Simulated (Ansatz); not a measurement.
The elements of this relaxed trial crystal are hidden behind letters.

```
lattice vectors (Å)
  -2.9187    2.9187    5.8284
   2.9187   -2.9187    5.8284
   2.9187    2.9187   -5.8284
fractional positions
X 0.7500 0.2500 0.5000
X 0.5000 0.5000 0.0000
X 0.2500 0.7500 0.5000
Z 0.0000 0.0000 0.0000
Q 0.8671 0.3940 0.0000
Q 0.6060 0.6060 0.4731
Q 0.3940 0.8671 0.0000
Q 0.1329 0.1329 0.5269
```

The calculation used DFT PBE, scalar-relativistic, plane waves, PAW (Ansatz 0.2.0). Plane waves to 420 eV, an 8×8×8 mesh through Γ for the 8-atom cell and 0.02 eV Gaussian smearing; no spin polarisation.

```
Space group                              : I-42m (No. 121)
Conventional cell                        : a = 5.837 Å, c = 11.657 Å
Volume per atom                          : 24.82 Å³
Density                                  : 4.14 g/cm³
Formation energy                         : −0.421 eV/atom
Gap on the 8×8×8 mesh of the 8-atom cell : 1.15 eV
```

Energies are uncorrected and count from the elements' standard states at the same level.

Problem. X is a p-block element of period 3, Z is a p-block element of period 5 and Q is a p-block element of period 4. Which elements are they?

Solution. X = Al, Z = In, Q = As, so the formula is Al3InAs4. Density times volume gives a mean mass of 4.14 × 24.82/1.6605 = 61.9 u per atom, and this set has 61.9 u. Around Al on a site of symmetry -4 lie 4 As at 2.49 Å; In has 4 As at 2.65 Å; As has 3 Al at 2.48–2.49 Å and 1 In at 2.65 Å; 1 more site not described. Other sets within the hints have nearly the same mass, so mass alone doesn't settle it; this one was computed.

Kohn–Sham gaps at this level usually fall short of measured ones. Symmetry constrained the relaxation, so the result can be a saddle point.
